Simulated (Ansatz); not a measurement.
A geometry of Al2Cu away from equilibrium: the start of the relaxation of a generated cell, Al2Cu placed in the MoSi2 structure type. The numbers are results of r2SCAN (plane waves to 500 eV, PAW, scalar-relativistic; Ansatz, an electronic-structure program), not measurements. Γ-centred k-mesh 14×14×14 on the run's cell (coarser than for final values), Fermi–Dirac smearing 0.05 eV.

```xyz
3
Lattice="-1.6693 1.6693 4.0857 1.6693 -1.6693 4.0857 1.6693 1.6693 -4.0857" Properties=species:S:1:pos:R:3:forces:R:3 pbc="T T T" free_energy=-7712.033 pressure_GPa=-4.9
Cu     0.0000     0.0000     0.0000    0.0000    0.0000    0.0000
Al     0.0000     0.0000     2.7399    0.0000    0.0000    0.2703
Al     0.0000     0.0000     5.4315    0.0000    0.0000   -0.2703
```

Positions in Å, forces in eV/Å, free energy of the cell in eV (comparable only within this code, potentials and settings). Largest force: 0.27 eV/Å, on Al2, Al3 (atoms numbered as listed); the geometry lies 0.02 eV/atom above the end of its relaxation.

No spin polarisation in the result.

The run could not lower the symmetry of its start; a shaken copy of this end point relaxes with r2SCAN to C2/m (No. 12) at a tolerance of 0.01 Å, Immm (No. 71) at 0.1 Å, 0.06 eV/atom lower.

The first start was generated by placing the elements on the sites of a structure type. Materials Project lists a structure of Al2Cu in the same space group, I4/mmm (No. 139); the sites were not compared with it, nor with measured phases. Known forms of Al2Cu include space group No. 140.
